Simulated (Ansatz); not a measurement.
Here is the system:

AlN:
```xyz
2
Lattice="2.5850 0.0000 0.0000 0.0000 2.5850 0.0000 0.0000 0.0000 2.5850" Properties=species:S:1:pos:R:3 pbc="T T T"
Al     0.0000     0.0000     0.0000
N      1.2925     1.2925     1.2925
```

This is the r²SCAN-relaxed structure.

### Question
All from DFT-r²SCAN in the program Ansatz with PAW potentials, unless another level is named. Predict the bulk modulus (Birch–Murnaghan fit).

### Answer
216 GPa.

### Question
What about the elastic constants (relaxed ions, GPa)?

### Answer
C11 = 738, C12 = -46.1, C44 = -163.

Space group Pm-3m (CsCl type). The cell is a constructed one: a structure type filled with these elements; neither database checked (COD, Materials Project) lists it. It is not the phase usual at ambient conditions (space group No. 186, 216). The r²SCAN relaxation kept the symmetry of its start. At this level the phase is mechanically unstable. As this level gives no gap, shear constants depend on the k-mesh and smearing (Fermi–Dirac, 0.1 eV here).

Potentials: the earlier of the program's two PAW sets. The files were generated under PBE; for other functionals the program regenerates the frozen cores, and for LDA and PBEsol the local potential too.
